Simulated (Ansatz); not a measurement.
BaHfO3:
```cif
data_BaHfO3
_chemical_formula_sum 'Ba1 Hf1 O3'
_space_group_name_H-M_alt 'Pm-3m'
_space_group_IT_number 221
_space_group_name_Hall '-P 4 2 3'
_cell_length_a 4.15753
_cell_length_b 4.15753
_cell_length_c 4.15753
_cell_angle_alpha 90.000
_cell_angle_beta 90.000
_cell_angle_gamma 90.000
loop_
_atom_site_label
_atom_site_type_symbol
_atom_site_symmetry_multiplicity
_atom_site_Wyckoff_symbol
_atom_site_fract_x
_atom_site_fract_y
_atom_site_fract_z
_atom_site_occupancy
Ba1 Ba 1 b 0.50000 0.50000 0.50000 1
Hf1 Hf 1 a 0.00000 0.00000 0.00000 1
O1 O 3 d 0.00000 0.00000 0.50000 1
```

Relaxed with PBEsol. Independent-particle spectrum: no excitons, no local fields, no scissors shift; 0.1 eV broadening; ε₁ of the summed bands alone.

Q: Tabulate the dielectric function from the program Ansatz at the PBEsol level (PAW).

A: 

```
E (eV)  ε₁ xx  ε₂ xx
------  -----  -----
0.0      4.66   0.00
0.3      4.67   0.00
0.6      4.68   0.00
0.9      4.71   0.00
1.2      4.75   0.00
1.5      4.81   0.00
1.8      4.89   0.00
2.1      4.98   0.00
2.4      5.10   0.00
2.7      5.25   0.00
3.0      5.44   0.00
3.3      5.70   0.00
3.6      6.11   0.02
3.9      6.58   0.32
4.2      7.03   0.65
4.5      7.57   1.31
4.8      7.66   2.30
5.1      7.53   3.00
5.4      7.33   3.65
5.7      7.30   4.20
6.0      7.36   5.08
6.3      6.97   6.80
6.6      4.96   9.21
6.9      0.77   7.15
7.2      0.98   4.89
7.5      2.00   3.98
7.8      2.94   4.12
8.1      2.10   4.49
8.4      1.85   3.83
8.7      3.00   3.91
9.0      2.33   4.52
9.3      2.41   4.45
9.6      2.15   5.27
9.9      1.37   4.92
10.2     1.60   5.30
10.5     0.56   6.43
10.8    -1.43   5.27
11.1    -1.37   3.96
11.4    -1.39   3.29
11.7    -1.26   2.76
12.0    -1.26   2.28
```

Q: From ε at 5.1 eV (xx: 7.53 + 3.00i), find n, k, the normal reflectivity and the absorption coefficient.

A: n = 2.80, k = 0.536, R = 24 %, α = 2kE/ħc = 280000 cm⁻¹.

With all bands, ε∞ without local fields is 4.95. DFPT, with local fields, gives 4.76.

Symmetry was held in the PBEsol relaxation. The run is not spin-polarised. Spin–orbit coupling is left out wherever it is not named.

Potentials: the later of the program's two PAW sets.
